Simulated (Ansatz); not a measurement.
Input for Ansatz (plane-wave DFT, PAW):

```yaml
crystal:
  lattice:
    - [5.4046964984, 0.0, 0.0]
    - [-2.7023482492, 4.6806044673, 0.0]
    - [0.0, 0.0, 23.2659655207]
  atoms:
    - { symbol: Ru, position: [0.1666666667, 0.3333333333, 0.3653405225] }
    - { symbol: Ru, position: [0.1666666667, 0.8333333333, 0.3653405225] }
    - { symbol: Ru, position: [0.6666666667, 0.3333333333, 0.3653405225] }
    - { symbol: Ru, position: [0.6666666667, 0.8333333333, 0.3653405225] }
    - { symbol: Ru, position: [0.3333333333, 0.1666666667, 0.4539720787] }
    - { symbol: Ru, position: [0.3333333333, 0.6666666667, 0.4539720787] }
    - { symbol: Ru, position: [0.8333333333, 0.1666666667, 0.4539720787] }
    - { symbol: Ru, position: [0.8333333333, 0.6666666667, 0.4539720787] }
    - { symbol: Ru, position: [0.1666666667, 0.3333333333, 0.5424867477] }
    - { symbol: Ru, position: [0.1666666667, 0.8333333333, 0.5424867477] }
    - { symbol: Ru, position: [0.6666666667, 0.3333333333, 0.5424867477] }
    - { symbol: Ru, position: [0.6666666667, 0.8333333333, 0.5424867477] }
    - { symbol: Li, position: [0.0, 0.0, 0.6396243454] }
basis:
  ecutwfc: 500
kpoints:
  mp_grid: { grid: [6, 6, 1] }
hamiltonian:
  xc: r2scan
scf:
  occupations: { method: gaussian, width: 0.1 }
output:
  forces: true
  eigenvalues: true
  write_density: true
  write_potential: true
  elf: true
  volumetric_format: npy
relax:
  adjacent_minimum: "off"
  f_tol: 0.03
  max_steps: 70
  constraints: [{ sites: [0, 1, 2, 3] }]
efield:
  axis: 3
  dipole_correction: true
  ramp_width: 0.04
```

Launched with
```bash
ansatz run input.yaml --threads 4 --pin off --max-ram 10240MiB --backend cpu --events-out ev --progress --plain --runs-dir out
```

The calculation used Ansatz 0.2.0, DFT r2SCAN, scalar-relativistic, plane waves, PAW.

Abridged output:

```
Pseudopotentials: kind: paw
Pseudopotential: Ru, paw, valence charge 16, recommended cutoff 500 eV (meta_gga)
Pseudopotential: Li, paw, valence charge 3, recommended cutoff 500 eV (meta_gga)
Functional definition: r2SCAN
Crystal: 13 atoms, lattice volume = 588.565 Å³
Basis set: ecut = 500 eV, 14845 PW (Γ), exchange–correlation on 160×160×720 points (64 copies of the dense FFT grid, shifted against one another)
Bands: 117, of which v1, the nominal top of the filled ones, is band 98 counted from 1 (97 counted from 0)
Symmetry: 6 space group operations
Space group: P3m1 (ITA 156), of the structure as read, at distance tolerance 8.4e-5 Å
k-points: 7 of 36 (time reversal used)
Initial density: superposition of atomic densities (neutral atoms: chi_scale 0, normalization atom), corrected by the library's trained network
Initial wavefunctions: pseudopotential atomic-orbital guess
Functional: x = r2scan, c = r2scan; τ floored in thin density (d = 2e-4 eV/Å³)
SCF iter   1: F=—  HF=-70885.861755 eV  |F-HF|=—  |Δ(HF+E_count)|=         —  Δρ=1.03e-2  dr2=1.90e0  dr2_τ=1.32e-1  ethr=1.77e-3  p=0.474 e·Å  D=1.46e-1 V/Å  ΔV_dip=-3.39 eV  dr2_dipole=2.78e-1  V_vac-E_F(+/−)=1.26/4.65 eV  ⟨swp⟩=7.6  Hψ=3354  notcnv=0
efield: sawtooth ramp at fractional position 0.9825 (placed from the atoms, in the widest stretch of the axis that holds none; the zero of the levels goes with the place), width 0.0400; the density the first Hamiltonian is built on has a dipole p = 0.474 e·Å; the dipole correction subtracts the counter field D = 1.46e-1 V/Å, which shifts the + side's vacuum level by -3.39 eV against the − side's; the planar-averaged density in the ramp window peaks in size at 1.7e-5 e/Å³
SCF iter   2: F=—  HF=-70885.978399 eV  |F-HF|=—  |Δ(HF+E_count)|=   1.17e-1  Δρ=8.44e-3  dr2=8.80e-1  dr2_τ=9.55e-2  ethr=9.72e-4  p=0.434 e·Å  D=1.33e-1 V/Å  ΔV_dip=-3.10 eV  dr2_dipole=3.22e-4  V_vac-E_F(+/−)=1.83/4.94 eV  ⟨swp⟩=2.6  Hψ=1392  notcnv=0  defer=59
SCF iter   3: F=—  HF=-70885.915723 eV  |F-HF|=—  |Δ(HF+E_count)|=   6.27e-2  Δρ=2.29e-3  dr2=7.24e-2  dr2_τ=7.05e-3  ethr=4.51e-4  p=0.424 e·Å  D=1.30e-1 V/Å  ΔV_dip=-3.04 eV  dr2_dipole=3.84e-3  V_vac-E_F(+/−)=1.95/4.98 eV  ⟨swp⟩=2.0  Hψ=1155  notcnv=0  defer=59
SCF iter   4: F=—  HF=-70885.915693 eV  |F-HF|=—  |Δ(HF+E_count)|=   2.95e-5  Δρ=6.37e-4  dr2=9.95e-3  dr2_τ=5.35e-4  ethr=3.71e-5  p=0.418 e·Å  D=1.29e-1 V/Å  ΔV_dip=-2.99 eV  dr2_dipole=1.13e-3  V_vac-E_F(+/−)=2.04/5.03 eV  ⟨swp⟩=2.6  Hψ=1279  notcnv=0  defer=49
SCF iter   5: F=—  HF=-70885.915475 eV  |F-HF|=—  |Δ(HF+E_count)|=   2.18e-4  Δρ=2.08e-4  dr2=7.11e-4  dr2_τ=3.04e-5  ethr=5.10e-6  p=0.416 e·Å  D=1.28e-1 V/Å  ΔV_dip=-2.97 eV  dr2_dipole=4.32e-5  V_vac-E_F(+/−)=2.09/5.06 eV  ⟨swp⟩=2.0  Hψ=1128  notcnv=0  defer=49
SCF iter   6: F=—  HF=-70885.915592 eV  |F-HF|=—  |Δ(HF+E_count)|=   1.17e-4  Δρ=1.16e-4  dr2=1.33e-4  dr2_τ=1.05e-5  ethr=3.65e-7  p=0.415 e·Å  D=1.28e-1 V/Å  ΔV_dip=-2.97 eV  dr2_dipole=9.90e-8  V_vac-E_F(+/−)=2.11/5.08 eV  ⟨swp⟩=3.0  Hψ=1430  notcnv=0  defer=49
SCF iter   7: F=-70885.915675 eV  HF=-70885.915677 eV  |F-HF|=1.85e-6  |Δ(HF+E_count)|=   8.52e-5  Δρ=4.54e-5  dr2=2.04e-5  dr2_τ=1.77e-6  ethr=1.15e-8  p=0.415 e·Å  D=1.28e-1 V/Å  ΔV_dip=-2.97 eV  dr2_dipole=4.03e-7  V_vac-E_F(+/−)=2.12/5.08 eV  ⟨swp⟩=22.7  Hψ=9382  notcnv=0
SCF 1 converged in 7 iterations: F = -70885.915675 eV  dr2 = 2.04e-5
relax step   1: F+E_penalty+E_count = -70885.91567527 eV  Δ(F+E_penalty+E_count) = +0.000e0 eV  max|allowed force component| = 3.461e-1 eV/Å  Δτ_max = 0.0000 Å  (7 SCF iters, dr2 threshold 2.25e-5 eV, accepted)
Initial density: handed on by an earlier stage of this run
Initial wavefunctions: those handed on with the density
SCF iter   1: F=—  HF=-70885.726445 eV  |F-HF|=—  |Δ(HF+E_count)|=         —  Δρ=1.95e-3  dr2=5.53e-2  dr2_τ=3.43e-1  ethr=2.58e-5  p=0.415 e·Å  D=1.28e-1 V/Å  ΔV_dip=-2.97 eV  dr2_dipole=1.38e-2  V_vac-E_F(+/−)=2.12/5.09 eV  ⟨swp⟩=2.0  Hψ=2396  notcnv=0  defer=40
efield: sawtooth ramp at fractional position 0.9825 (handed on by an earlier solve), width 0.0400; the density the first Hamiltonian is built on has a dipole p = 0.415 e·Å; the dipole correction subtracts the counter field D = 1.28e-1 V/Å, which shifts the + side's vacuum level by -2.97 eV against the − side's; the planar-averaged density in the ramp window peaks in size at 5.9e-6 e/Å³
SCF iter   2: F=—  HF=-70885.931221 eV  |F-HF|=—  |Δ(HF+E_count)|=   2.05e-1  Δρ=2.05e-3  dr2=3.93e-2  dr2_τ=3.22e-3  ethr=2.58e-5  p=0.401 e·Å  D=1.23e-1 V/Å  ΔV_dip=-2.87 eV  dr2_dipole=4.68e-3  V_vac-E_F(+/−)=2.22/5.09 eV  ⟨swp⟩=3.0  Hψ=1525  notcnv=0  defer=40
SCF iter   3: F=—  HF=-70885.928811 eV  |F-HF|=—  |Δ(HF+E_count)|=   2.41e-3  Δρ=4.89e-4  dr2=2.35e-3  dr2_τ=1.16e-4  ethr=2.01e-5  p=0.401 e·Å  D=1.23e-1 V/Å  ΔV_dip=-2.87 eV  dr2_dipole=6.10e-4  V_vac-E_F(+/−)=2.22/5.09 eV  ⟨swp⟩=2.0  Hψ=1052  notcnv=0  defer=40
SCF iter   4: F=—  HF=-70885.929541 eV  |F-HF|=—  |Δ(HF+E_count)|=   7.31e-4  Δρ=3.79e-4  dr2=2.00e-3  dr2_τ=9.68e-5  ethr=1.21e-6  p=0.395 e·Å  D=1.22e-1 V/Å  ΔV_dip=-2.83 eV  dr2_dipole=6.87e-6  V_vac-E_F(+/−)=2.26/5.08 eV  ⟨swp⟩=3.0  Hψ=1635  notcnv=0  defer=42
SCF iter   5: F=—  HF=-70885.929253 eV  |F-HF|=—  |Δ(HF+E_count)|=   2.88e-4  Δρ=1.39e-4  dr2=1.98e-4  dr2_τ=1.03e-5  ethr=1.03e-6  p=0.394 e·Å  D=1.21e-1 V/Å  ΔV_dip=-2.82 eV  dr2_dipole=2.67e-5  V_vac-E_F(+/−)=2.26/5.08 eV  ⟨swp⟩=2.0  Hψ=1133  notcnv=0  defer=43
SCF iter   6: F=—  HF=-70885.929252 eV  |F-HF|=—  |Δ(HF+E_count)|=   1.57e-6  Δρ=3.39e-5  dr2=9.46e-6  dr2_τ=4.89e-7  ethr=1.02e-7  p=0.395 e·Å  D=1.21e-1 V/Å  ΔV_dip=-2.82 eV  dr2_dipole=5.28e-7  V_vac-E_F(+/−)=2.26/5.08 eV  ⟨swp⟩=2.1  Hψ=1099  notcnv=0  defer=43
SCF iter   7: F=-70885.929254 eV  HF=-70885.929257 eV  |F-HF|=2.86e-6  |Δ(HF+E_count)|=   5.26e-6  Δρ=1.59e-5  dr2=4.59e-6  dr2_τ=2.84e-7  ethr=3.84e-9  p=0.394 e·Å  D=1.21e-1 V/Å  ΔV_dip=-2.82 eV  dr2_dipole=4.97e-7  V_vac-E_F(+/−)=2.26/5.08 eV  ⟨swp⟩=23.3  Hψ=9431  notcnv=0
SCF 2 converged in 7 iterations: F = -70885.929254 eV  dr2 = 4.59e-6
relax step   2: F+E_penalty+E_count = -70885.92925395 eV  Δ(F+E_penalty+E_count) = -1.358e-2 eV  max|allowed force component| = 1.302e-1 eV/Å  Δτ_max = 0.0970 Å  (7 SCF iters, dr2 threshold 7.49e-6 eV, accepted)
SCF iter   1: F=—  HF=-70885.912199 eV  |F-HF|=—  |Δ(HF+E_count)|=         —  Δρ=5.62e-4  dr2=3.16e-3  dr2_τ=4.01e-2  ethr=2.18e-5  p=0.394 e·Å  D=1.21e-1 V/Å  ΔV_dip=-2.82 eV  dr2_dipole=4.59e-4  V_vac-E_F(+/−)=2.26/5.08 eV  ⟨swp⟩=2.4  Hψ=1662  notcnv=0  defer=32
efield: sawtooth ramp at fractional position 0.9825 (handed on by an earlier solve), width 0.0400; the density the first Hamiltonian is built on has a dipole p = 0.394 e·Å; the dipole correction subtracts the counter field D = 1.21e-1 V/Å, which shifts the + side's vacuum level by -2.82 eV against the − side's; the planar-averaged density in the ramp window peaks in size at 5.9e-6 e/Å³
SCF iter   2: F=—  HF=-70885.933109 eV  |F-HF|=—  |Δ(HF+E_count)|=   2.09e-2  Δρ=6.08e-4  dr2=4.51e-3  dr2_τ=1.69e-4  ethr=1.62e-6  p=0.398 e·Å  D=1.22e-1 V/Å  ΔV_dip=-2.85 eV  dr2_dipole=3.10e-4  V_vac-E_F(+/−)=2.23/5.08 eV  ⟨swp⟩=3.0  Hψ=1896  notcnv=0  defer=31
SCF iter   3: F=—  HF=-70885.932430 eV  |F-HF|=—  |Δ(HF+E_count)|=   6.80e-4  Δρ=2.24e-4  dr2=2.75e-4  dr2_τ=2.43e-5  ethr=1.62e-6  p=0.399 e·Å  D=1.23e-1 V/Å  ΔV_dip=-2.85 eV  dr2_dipole=1.70e-6  V_vac-E_F(+/−)=2.23/5.08 eV  ⟨swp⟩=2.1  Hψ=1161  notcnv=0  defer=31
SCF iter   4: F=—  HF=-70885.932630 eV  |F-HF|=—  |Δ(HF+E_count)|=   2.00e-4  Δρ=6.97e-5  dr2=5.86e-5  dr2_τ=2.33e-6  ethr=1.41e-7  p=0.399 e·Å  D=1.23e-1 V/Å  ΔV_dip=-2.85 eV  dr2_dipole=4.14e-6  V_vac-E_F(+/−)=2.23/5.08 eV  ⟨swp⟩=3.0  Hψ=1602  notcnv=0  defer=31
SCF iter   5: F=—  HF=-70885.932633 eV  |F-HF|=—  |Δ(HF+E_count)|=   2.60e-6  Δρ=4.10e-5  dr2=2.00e-5  dr2_τ=1.23e-6  ethr=3.00e-8  p=0.399 e·Å  D=1.23e-1 V/Å  ΔV_dip=-2.85 eV  dr2_dipole=6.62e-7  V_vac-E_F(+/−)=2.23/5.08 eV  ⟨swp⟩=2.0  Hψ=1389  notcnv=0  defer=31
SCF iter   6: F=—  HF=-70885.932631 eV  |F-HF|=—  |Δ(HF+E_count)|=   1.83e-6  Δρ=1.63e-5  dr2=1.85e-6  dr2_τ=1.58e-7  ethr=1.02e-8  p=0.399 e·Å  D=1.23e-1 V/Å  ΔV_dip=-2.85 eV  dr2_dipole=5.25e-8  V_vac-E_F(+/−)=2.23/5.08 eV  ⟨swp⟩=2.0  Hψ=1150  notcnv=0  defer=31
SCF iter   7: F=-70885.932631 eV  HF=-70885.932631 eV  |F-HF|=1.14e-7  |Δ(HF+E_count)|=   3.56e-8  Δρ=6.07e-6  dr2=4.21e-7  dr2_τ=2.30e-8  ethr=5.43e-10  p=0.399 e·Å  D=1.23e-1 V/Å  ΔV_dip=-2.85 eV  dr2_dipole=1.93e-9  V_vac-E_F(+/−)=2.23/5.08 eV  ⟨swp⟩=20.6  Hψ=7757  notcnv=0
SCF 3 converged in 7 iterations: F = -70885.932631 eV  dr2 = 4.21e-7
relax step   3: F+E_penalty+E_count = -70885.93263058 eV  Δ(F+E_penalty+E_count) = -3.377e-3 eV  max|allowed force component| = 5.919e-2 eV/Å  Δτ_max = 0.0250 Å  (7 SCF iters, dr2 threshold 1.06e-6 eV, accepted)
SCF iter   1: F=—  HF=-70885.926053 eV  |F-HF|=—  |Δ(HF+E_count)|=         —  Δρ=3.39e-4  dr2=1.55e-3  dr2_τ=1.43e-2  ethr=1.86e-6  p=0.399 e·Å  D=1.23e-1 V/Å  ΔV_dip=-2.85 eV  dr2_dipole=2.57e-4  V_vac-E_F(+/−)=2.23/5.08 eV  ⟨swp⟩=2.7  Hψ=1661  notcnv=0  defer=6
efield: sawtooth ramp at fractional position 0.9825 (handed on by an earlier solve), width 0.0400; the density the first Hamiltonian is built on has a dipole p = 0.399 e·Å; the dipole correction subtracts the counter field D = 1.23e-1 V/Å, which shifts the + side's vacuum level by -2.85 eV against the − side's; the planar-averaged density in the ramp window peaks in size at 5.8e-6 e/Å³
SCF iter   2: F=—  HF=-70885.933201 eV  |F-HF|=—  |Δ(HF+E_count)|=   7.15e-3  Δρ=3.14e-4  dr2=1.40e-3  dr2_τ=4.26e-5  ethr=7.93e-7  p=0.399 e·Å  D=1.23e-1 V/Å  ΔV_dip=-2.86 eV  dr2_dipole=5.09e-5  V_vac-E_F(+/−)=2.23/5.08 eV  ⟨swp⟩=3.0  Hψ=1724  notcnv=0  defer=9
SCF iter   3: F=—  HF=-70885.932952 eV  |F-HF|=—  |Δ(HF+E_count)|=   2.49e-4  Δρ=1.26e-4  dr2=7.90e-5  dr2_τ=9.17e-6  ethr=7.16e-7  p=0.399 e·Å  D=1.23e-1 V/Å  ΔV_dip=-2.86 eV  dr2_dipole=6.27e-6  V_vac-E_F(+/−)=2.22/5.08 eV  ⟨swp⟩=2.1  Hψ=1098  notcnv=0  defer=9
SCF iter   4: F=—  HF=-70885.933210 eV  |F-HF|=—  |Δ(HF+E_count)|=   2.58e-4  Δρ=4.52e-5  dr2=1.20e-5  dr2_τ=5.22e-7  ethr=4.05e-8  p=0.399 e·Å  D=1.23e-1 V/Å  ΔV_dip=-2.86 eV  dr2_dipole=3.91e-9  V_vac-E_F(+/−)=2.22/5.08 eV  ⟨swp⟩=2.0  Hψ=1108  notcnv=0  defer=9
SCF iter   5: F=—  HF=-70885.933212 eV  |F-HF|=—  |Δ(HF+E_count)|=   2.26e-6  Δρ=2.52e-5  dr2=5.81e-6  dr2_τ=3.68e-7  ethr=6.17e-9  p=0.399 e·Å  D=1.23e-1 V/Å  ΔV_dip=-2.86 eV  dr2_dipole=1.13e-8  V_vac-E_F(+/−)=2.23/5.08 eV  ⟨swp⟩=2.1  Hψ=1439  notcnv=0  defer=9
SCF iter   6: F=—  HF=-70885.933211 eV  |F-HF|=—  |Δ(HF+E_count)|=   1.10e-6  Δρ=9.43e-6  dr2=5.94e-7  dr2_τ=1.69e-8  ethr=2.98e-9  p=0.399 e·Å  D=1.23e-1 V/Å  ΔV_dip=-2.86 eV  dr2_dipole=1.85e-8  V_vac-E_F(+/−)=2.23/5.08 eV  ⟨swp⟩=2.7  Hψ=1274  notcnv=0  defer=9
SCF iter   7: F=-70885.933211 eV  HF=-70885.933211 eV  |F-HF|=2.91e-8  |Δ(HF+E_count)|=   8.05e-8  Δρ=2.31e-6  dr2=8.41e-8  dr2_τ=6.17e-9  ethr=5.13e-11  p=0.399 e·Å  D=1.23e-1 V/Å  ΔV_dip=-2.86 eV  dr2_dipole=5.85e-9  V_vac-E_F(+/−)=2.23/5.08 eV  ⟨swp⟩=17.4  Hψ=7815  notcnv=0
SCF 4 converged in 7 iterations: F = -70885.933211 eV  dr2 = 8.41e-8
relax step   4: F+E_penalty+E_count = -70885.93321086 eV  Δ(F+E_penalty+E_count) = -5.803e-4 eV  max|allowed force component| = 1.553e-2 eV/Å  Δτ_max = 0.0059 Å  (7 SCF iters, accepted)
SCF iter   1: F=—  HF=-70885.933211 eV  |F-HF|=—  |Δ(HF+E_count)|=         —  Δρ=2.31e-6  dr2=8.41e-8  dr2_τ=6.17e-9  ethr=4.32e-11  p=0.399 e·Å  D=1.23e-1 V/Å  ΔV_dip=-2.86 eV  dr2_dipole=5.85e-9  V_vac-E_F(+/−)=2.23/5.08 eV  ⟨swp⟩=1.0  Hψ=2243  notcnv=0
efield: sawtooth ramp at fractional position 0.9825 (kept from the solve that this one continues, or follows in the run), width 0.0400; the density the first Hamiltonian is built on has a dipole p = 0.399 e·Å; the dipole correction subtracts the counter field D = 1.23e-1 V/Å, which shifts the + side's vacuum level by -2.86 eV against the − side's; the planar-averaged density in the ramp window peaks in size at 5.8e-6 e/Å³
SCF iter   2: F=—  HF=-70885.933211 eV  |F-HF|=—  |Δ(HF+E_count)|=   4.96e-8  Δρ=3.16e-6  dr2=1.70e-7  dr2_τ=7.95e-9  ethr=4.31e-11  p=0.399 e·Å  D=1.23e-1 V/Å  ΔV_dip=-2.86 eV  dr2_dipole=1.45e-9  V_vac-E_F(+/−)=2.23/5.08 eV  ⟨swp⟩=14.1  Hψ=6805  notcnv=0
SCF iter   3: F=-70885.933211 eV  HF=-70885.933211 eV  |F-HF|=4.58e-9  |Δ(HF+E_count)|=   2.66e-8  Δρ=7.20e-7  dr2=7.06e-9  dr2_τ=2.50e-10  ethr=4.31e-11  p=0.399 e·Å  D=1.23e-1 V/Å  ΔV_dip=-2.86 eV  dr2_dipole=7.54e-11  V_vac-E_F(+/−)=2.23/5.08 eV  ⟨swp⟩=11.4  Hψ=6509  notcnv=0
SCF 5 converged in 3 iterations: F = -70885.933211 eV  dr2 = 7.06e-9
WARN: The output density's exchange-correlation potential varies sharply where the density is thin. Do not read a vacuum level from v_tot or v_xc, or from such a field of the output density. On a cell that repeats whose density bears no net charge and no dipole along the vacuum's axis use v_es (v_loc + v_h of the components); under efield.dipole_correction with no amplitude use v_es + v_field, which holds any external_charges[].barrier, or the levels of the report's work_function block, which leave it out; under a non-zero efield.amplitude the vacuum is tilted and has no level; on a cell that repeats and bears such a dipole with no correction it is tilted too, and efield.dipole_correction wi ...
SCF converged after 3 iterations
Free energy (F): -70885.933211 eV
Harris-Foulkes:  -70885.933211 eV  (|F-HF|=4.58e-9)
Internal energy: -70885.886895 eV  (E = F + TS)
E sigma→0 (E₀):  -70885.910053 eV
Entropy (-TS):   -0.046316 eV (-3.563 meV/atom)
Fermi energy:    4.083303 eV
Dipole field:    D = 0.122756 V/Å  (p = 0.399277 e·Å, saw-weighted, corrected)
Work function:   Φ+ = 2.2252 eV   Φ− = 5.0812 eV
Levels:          The Fermi level and band energies are counted from a zero that moves with the ramp; work functions are not
--- Per-component energies (eV) ---
  E_band       = -4620.332216
  E_kinetic    = 6181.472238
  E_local      = -300102.378075  (includes V_loc(G=0)·N_el)
  E_nonlocal   = 4088.473049
  E_hartree    = 145461.719577
  E_xc         = -2209.836703
  E_vxc        = -3202.281389  (∫ρ·V_xc dr)
  E_paw        = -41771.296231  (= ΣΔE_a)
  E_vpaw       = -2761.296870  (= ΣTr[D̂ρ^β])
  E_aug_tail   = 0.001025  (compensation charges beyond the density's cutoff)
  E_vtau       = 226.604937  (kinetic-family band-sum trace: ∫τ·v_τ [+ j·A + Jᵃ·Aᵃ] dr)
  E_efield     = 0.024507  (sawtooth field / dipole correction)
  E_vefield    = 25.621715  (∫n·V_field dr)
  E_ewald      = 117469.665184
  E_core_change = -3.731467  (= ΣΔE_core)
  E_smearing   = -0.046316  (= −TS)
--- Forces (eV/Å), atoms counted from 1 ---
  atom   1  Ru     0.00000000     0.04243738     0.00528105
  atom   2  Ru     0.03675185    -0.02121869     0.00528105
  atom   3  Ru     0.00000000     0.00000000    -0.02768563
  atom   4  Ru    -0.03675185    -0.02121869     0.00528105
  atom   5  Ru     0.00208777     0.00120537    -0.00497389
  atom   6  Ru     0.00000000     0.00000000     0.01551411
  atom   7  Ru    -0.00208777     0.00120537    -0.00497389
  atom   8  Ru     0.00000000    -0.00241075    -0.00497389
  atom   9  Ru     0.00000000     0.00499061     0.00360346
  atom  10  Ru     0.00432200    -0.00249531     0.00360346
  atom  11  Ru     0.00000000     0.00000000     0.00378394
  atom  12  Ru    -0.00432200    -0.00249531     0.00360346
  atom  13  Li     0.00000000     0.00000000    -0.00329738
--- Band table (eV; the first three rows and the last of 7) ---
  k-point 0: bands = ["-71.6336", "-71.5149", "-71.4856", "-71.4856", "-71.0019", "-70.9833", "-70.8989", "-70.8850", "-70.8850", "-70.8771", "-70.8639", "-70.8639", "-44.8821", "-41.2813", "-41.2813", "-41.2635", "-41.1557", "-41.0081", "-40.9647", "-40.9647", "-40.6018", "-40.6018", "-40.5888", "-40.5321", "-40.5290", "-40.5290", "-40.3874", "-40.3874", "-40.3525", "-40.3448", "-40.3448", "-40.2615", "-40.0909", "-40.0754", "-40.0754", "-40.0605", "-40.0306", "-40.0306", "-39.9341", "-39.9341", "-39.9284", "-39.9259", "-39.9007", "-39.9007", "-39.8911", "-39.7396", "-39.7396", "-39.7272", "-39.7272", "-3.6926", "-2.5546", "-2.5546", "-2.5338", "-2.4349", "-2.2588", "-2.2588", "-2.2222", "- ...
  k-point 1: bands = ["-71.6251", "-71.5183", "-71.4910", "-71.4856", "-70.9944", "-70.9769", "-70.9013", "-70.8909", "-70.8850", "-70.8784", "-70.8683", "-70.8639", "-44.8821", "-41.2516", "-41.2420", "-41.2193", "-41.1389", "-40.9990", "-40.9566", "-40.9516", "-40.6466", "-40.6386", "-40.5832", "-40.4954", "-40.4917", "-40.4791", "-40.4743", "-40.4014", "-40.3424", "-40.3372", "-40.3362", "-40.2218", "-40.0909", "-40.0787", "-40.0619", "-40.0597", "-40.0276", "-40.0273", "-39.9558", "-39.9481", "-39.9469", "-39.9312", "-39.9298", "-39.9147", "-39.8857", "-39.7821", "-39.7784", "-39.7524", "-39.7386", "-3.4313", "-2.4460", "-2.3215", "-2.3064", "-2.2217", "-2.1239", "-2.1121", "-2.0757", "- ...
  k-point 2: bands = ["-71.6024", "-71.5337", "-71.4987", "-71.4857", "-70.9746", "-70.9600", "-70.9128", "-70.9080", "-70.8850", "-70.8793", "-70.8759", "-70.8639", "-44.8821", "-41.1787", "-41.1628", "-41.0957", "-41.0760", "-40.9921", "-40.9441", "-40.9246", "-40.7413", "-40.7291", "-40.6526", "-40.5462", "-40.4397", "-40.4186", "-40.4148", "-40.3405", "-40.3117", "-40.3100", "-40.2851", "-40.1737", "-40.1045", "-40.0974", "-40.0783", "-40.0482", "-40.0264", "-40.0236", "-40.0097", "-40.0018", "-39.9934", "-39.9838", "-39.9789", "-39.9273", "-39.8831", "-39.8596", "-39.8558", "-39.7870", "-39.7694", "-2.7528", "-2.2002", "-1.8092", "-1.7806", "-1.7260", "-1.6967", "-1.6802", "-1.6529", "- ...
  k-point 6: bands = ["-71.5727", "-71.5375", "-71.5351", "-71.4758", "-70.9516", "-70.9272", "-70.9268", "-70.9184", "-70.9132", "-70.8971", "-70.8683", "-70.8574", "-44.8821", "-41.0606", "-41.0419", "-40.9909", "-40.9831", "-40.9766", "-40.9376", "-40.9286", "-40.9230", "-40.8873", "-40.5854", "-40.5805", "-40.5690", "-40.3075", "-40.3036", "-40.2528", "-40.2259", "-40.2035", "-40.1931", "-40.1916", "-40.1891", "-40.1786", "-40.1375", "-40.1134", "-40.0950", "-40.0833", "-40.0784", "-40.0092", "-39.9820", "-39.9744", "-39.9596", "-39.8841", "-39.8824", "-39.8792", "-39.8757", "-39.8724", "-39.8648", "-1.5950", "-1.5810", "-1.5477", "-1.5256", "-1.0836", "-1.0570", "-1.0443", "-1.0139", "- ...
--- Relaxed structure (4 steps of the walk, 4 accepted, 0 SCFs on fresh bases) ---
  F+E_penalty+E_count = -70885.93321086 eV   max|allowed force component| = 1.553e-2 eV/Å
  atoms:
    - { symbol: Ru, position: [0.16666666, 0.33333333, 0.36534052] }
    - { symbol: Ru, position: [0.16666666, 0.83333333, 0.36534052] }
    - { symbol: Ru, position: [0.66666666, 0.33333333, 0.36534052] }
    - { symbol: Ru, position: [0.66666666, 0.83333333, 0.36534052] }
    - { symbol: Ru, position: [0.33407137, 0.16703568, 0.45393135] }
    - { symbol: Ru, position: [0.33333333, 0.66666666, 0.45259711] }
    - { symbol: Ru, position: [0.83296431, 0.16703568, 0.45393135] }
    - { symbol: Ru, position: [0.83296431, 0.66592862, 0.45393135] }
    - { symbol: Ru, position: [0.16925569, 0.33851139, 0.54201996] }
    - { symbol: Ru, position: [0.16925569, 0.83074430, 0.54201996] }
    - { symbol: Ru, position: [0.66666666, 0.33333333, 0.54321673] }
    - { symbol: Ru, position: [0.66148860, 0.83074430, 0.54201996] }
    - { symbol: Li, position: [0.0, 0.0, 0.63655409] }
```

The relaxation met its thresholds.

Time: 3.4 min on 4 threads of AMD EPYC (Zen 3), on a shared host, peak memory 3 GiB.